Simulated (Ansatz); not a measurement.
YSiNO₂:
```cif
data_NO2SiY
_chemical_formula_sum 'Y1 Si1 N1 O2'
_space_group_name_H-M_alt 'P4/mmm'
_space_group_IT_number 123
_space_group_name_Hall '-P 4 2'
_cell_length_a 3.57798
_cell_length_b 3.57798
_cell_length_c 3.69672
_cell_angle_alpha 90.000
_cell_angle_beta 90.000
_cell_angle_gamma 90.000
loop_
_atom_site_label
_atom_site_type_symbol
_atom_site_symmetry_multiplicity
_atom_site_Wyckoff_symbol
_atom_site_fract_x
_atom_site_fract_y
_atom_site_fract_z
_atom_site_occupancy
Y1 Y 1 b 0.00000 0.00000 0.50000 1
Si1 Si 1 c 0.50000 0.50000 0.00000 1
N1 N 1 d 0.50000 0.50000 0.50000 1
O1 O 2 f 0.00000 0.50000 0.00000 1
```

Relaxed with r²SCAN.

Which orbitals make up the states near the band edges in r²SCAN in the plane-wave PAW code Ansatz?

Top 1 eV of the valence band: N 2p 66 %, O 2p 24 %, Y 4d 6 %. Bottom 1 eV of the conduction band: Y 4d 85 %, O 2s 6 %. Projections are on Löwdin-orthogonalised atomic valence shells; empty p or d shells of many metals are not among them.

Tabulate the density of states.

States/eV per cell of 5 atoms, in 0.25 eV bins, energy from the valence-band maximum.

| E (eV) | total | O 2p | Y 4d | N 2p |
|---|---|---|---|---|
| -7.85 | 1.04 | 0.64 | 0.05 | 0.11 |
| -7.60 | 1.28 | 0.76 | 0.07 | 0.17 |
| -7.35 | 1.50 | 0.96 | 0.09 | 0.17 |
| -7.10 | 1.66 | 1.12 | 0.09 | 0.17 |
| -6.85 | 1.83 | 1.21 | 0.12 | 0.23 |
| -6.60 | 1.86 | 1.20 | 0.13 | 0.25 |
| -6.35 | 2.33 | 1.57 | 0.14 | 0.29 |
| -6.10 | 2.99 | 2.07 | 0.19 | 0.38 |
| -5.85 | 2.81 | 2.03 | 0.17 | 0.33 |
| -5.60 | 3.10 | 2.30 | 0.28 | 0.29 |
| -5.35 | 2.99 | 2.23 | 0.30 | 0.26 |
| -5.10 | 2.17 | 1.70 | 0.21 | 0.13 |
| -4.85 | 1.91 | 1.52 | 0.15 | 0.10 |
| -4.60 | 1.63 | 1.31 | 0.11 | 0.09 |
| -4.35 | 1.65 | 1.23 | 0.10 | 0.19 |
| -4.10 | 2.26 | 1.37 | 0.14 | 0.54 |
| -3.85 | 2.20 | 1.44 | 0.11 | 0.47 |
| -3.60 | 1.71 | 1.18 | 0.07 | 0.34 |
| -3.35 | 2.61 | 1.51 | 0.14 | 0.79 |
| -3.10 | 2.53 | 1.36 | 0.16 | 0.83 |
| -2.85 | 1.68 | 0.89 | 0.12 | 0.56 |
| -2.60 | 1.50 | 0.68 | 0.15 | 0.57 |
| -2.35 | 1.37 | 0.40 | 0.17 | 0.69 |
| -2.10 | 1.59 | 0.35 | 0.22 | 0.92 |
| -1.85 | 2.34 | 0.48 | 0.32 | 1.42 |
| -1.60 | 2.54 | 0.50 | 0.30 | 1.60 |
| -1.35 | 2.14 | 0.40 | 0.21 | 1.42 |
| -1.10 | 2.43 | 0.49 | 0.18 | 1.66 |
| -0.85 | 1.65 | 0.38 | 0.12 | 1.08 |
| -0.60 | 0.81 | 0.21 | 0.05 | 0.52 |
| -0.35 | 0.40 | 0.11 | 0.02 | 0.27 |
| -0.10 | 0.11 | 0.03 | 0.00 | 0.08 |
| 0.15 | 0.00 | 0.00 | 0.00 | 0.00 |
| 0.40 | 0.00 | 0.00 | 0.00 | 0.00 |
| 0.65 | 0.00 | 0.00 | 0.00 | 0.00 |
| 0.90 | 0.00 | 0.00 | 0.00 | 0.00 |
| 1.15 | 0.00 | 0.00 | 0.00 | 0.00 |
| 1.40 | 0.00 | 0.00 | 0.00 | 0.00 |
| 1.65 | 0.00 | 0.00 | 0.00 | 0.00 |
| 1.90 | 0.00 | 0.00 | 0.00 | 0.00 |
| 2.15 | 0.01 | 0.00 | 0.01 | 0.00 |
| 2.40 | 0.07 | 0.00 | 0.06 | 0.00 |
| 2.65 | 0.16 | 0.00 | 0.14 | 0.00 |
| 2.90 | 0.24 | 0.01 | 0.21 | 0.01 |
| 3.15 | 0.34 | 0.01 | 0.28 | 0.01 |
| 3.40 | 0.46 | 0.02 | 0.39 | 0.01 |
| 3.65 | 0.62 | 0.03 | 0.50 | 0.02 |
| 3.90 | 0.90 | 0.04 | 0.70 | 0.02 |
| 4.15 | 1.48 | 0.06 | 1.18 | 0.03 |
| 4.40 | 2.19 | 0.10 | 1.74 | 0.05 |
| 4.65 | 3.47 | 0.16 | 2.81 | 0.07 |
| 4.90 | 4.36 | 0.22 | 3.50 | 0.11 |
| 5.15 | 2.90 | 0.18 | 2.26 | 0.09 |
| 5.40 | 3.26 | 0.21 | 2.48 | 0.14 |
| 5.65 | 4.04 | 0.28 | 3.10 | 0.19 |
| 5.90 | 3.44 | 0.30 | 2.57 | 0.14 |
| 6.15 | 3.61 | 0.38 | 2.74 | 0.11 |
| 6.40 | 3.37 | 0.33 | 2.56 | 0.12 |
| 6.65 | 2.33 | 0.18 | 1.59 | 0.16 |
| 6.90 | 1.63 | 0.09 | 0.87 | 0.17 |

The start of the workflow was typed in or built on a structure type; neither database checked (COD, Materials Project) lists it. COD files the formula under space group No. 15, 63, so this cell is another polymorph or a model. Whether it is the stable phase at ambient conditions was not checked. The r²SCAN relaxation kept the symmetry of its start; its stability against distortions is not shown here. No spin polarisation was allowed. Scalar-relativistic: spin–orbit coupling is off unless named, which matters more the heavier the elements.

Potentials: the earlier of the program's two PAW sets.
